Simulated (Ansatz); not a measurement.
Si: a jump of O

All numbers below come from Ansatz 0.2.0, DFT PBE, scalar-relativistic, plane waves, PAW. Settings: 420 eV cutoff, 2×2×2 k-mesh, shifted by half a step, Gaussian smearing of 0.02 eV, no spin polarisation.

Host crystal, relaxed:

```yaml
crystal:
  lattice:
    - [0.00000, 2.73505, 2.73505]
    - [2.73505, 0.00000, 2.73505]
    - [2.73505, 2.73505, 0.00000]
  atoms:
    - { symbol: Si, position: [0.75000, 0.75000, 0.75000] }
    - { symbol: Si, position: [0.50000, 0.50000, 0.50000] }
```

In a supercell of 32 host sites, interstitial O hops to an equivalent place, moving 0.68 Å between the relaxed ends. Climbing-image nudged elastic band at fixed cell with images 0 (start) to 2 (end), the path measured over all atoms, converged to 0.05 eV/Å; the order of the saddle wasn't checked, and the small cell leaves errors of about a tenth of an eV.

Supercell rows in host cell vectors: 1 -3 1; -3 1 1; 1 1 -3. O was set at (0.000, 0.000, 0.000) of the host cell.

At the relaxed start O has 2 Si at 1.63 Å, 2 Si at 2.91 Å, 2 Si at 3.12 Å.

How high is the barrier, and where does the atom pass?

0.00 eV at image 1, where O has 2 Si at 1.63 Å, 2 Si at 2.90 Å, 2 Si at 3.12 Å.

Cost: 1 run of about 6.8 core-minutes, on Arm Neoverse V1 (shared hosts).